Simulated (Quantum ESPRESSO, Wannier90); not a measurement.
## PtS2 (CdI2 type), plane waves to Wannier functions

```
CELL_PARAMETERS angstrom
      3.54874     0.00000     0.00000
     -1.77437     3.07330     0.00000
      0.00000     0.00000     5.59707
ATOMIC_POSITIONS crystal
  Pt 0.00000 0.00000 0.00000
  S  0.66667 0.33333 0.77966
  S  0.33333 0.66667 0.22034
```

Materials Project entry mp-762; symmetrised, unrelaxed at this level. COD (Crystallography Open Database) has an entry of this formula and space group (matched by these alone). Level: PBEsol, no spin polarisation, no spin-orbit coupling; pw.x of Quantum ESPRESSO at 68 Ry with PseudoDojo potentials, 12×12×6 k-points, Wannier90. Density: 12×12×6 mesh, cold smearing 0.01 Ry. The cell is built of weakly bound layers, chains or molecules, whose nearest atoms lie 3.74 Å apart. Database cells relaxed without dispersion often hold them too far apart, which can enlarge gaps and weakens couplings between them; spacing and stacking were not compared with the measured crystal. Spin-orbit coupling is left out although heavy elements are present.

The plane-wave run has 27 bands and 30 electrons a cell. On the energy scale of pw.x, whose zero is arbitrary, the valence-band maximum lies at 8.89 eV.

Isolated groups of bands, relative to the valence-band maximum (bands from 18 on overlap up to the last one computed):

```csv
bands,from (eV),to (eV),filling,weight on atomic waves
1,-99.19,-99.19,filled,Pt 5s 98 %
2–4,-53.31,-53.21,filled,Pt 5p 99 %
5–6,-14.66,-12.14,filled,"S 3s 80 %, Pt 5d 9 %, Pt 6s 8 %"
7–15,-7.00,0.00,filled,"S 3p 48 %, Pt 5d 46 %"
16–17,0.98,2.85,empty,"S 3p 62 %, Pt 5d 31 %"
```

Input w.win, without the blocks of cell, atoms and k-points (864 lines):

```
num_bands = 21
num_wann = 11
exclude_bands = 1-6
num_iter = 1000
conv_tol = 1.0e-6
conv_window = 4
dis_num_iter = 1000
dis_conv_tol = 1.0e-6
dis_froz_max = 15.37
write_hr = true
write_u_matrices = true
begin projections
f=0.01358,-0.00089,0.00068: d
f=-0.33058,0.33536,-0.21155: p
f=0.34623,-0.31836,0.21966: p
end projections
mp_grid = 12 12 6
```

wannier90.x stops with:
```
dis_windows: More states in the frozen window than target WFs
```
At some k-point more bands lie below dis_froz_max than there are Wannier functions, and every frozen state has to fit into the subspace. Mended as below, all else unchanged, the run goes through (Ω_I = 16.8 Å²) and follows the plane-wave bands to 0.2 meV rms (states up to 2.0 eV relative to the valence-band maximum).
```
dis_froz_max = 11.37
```
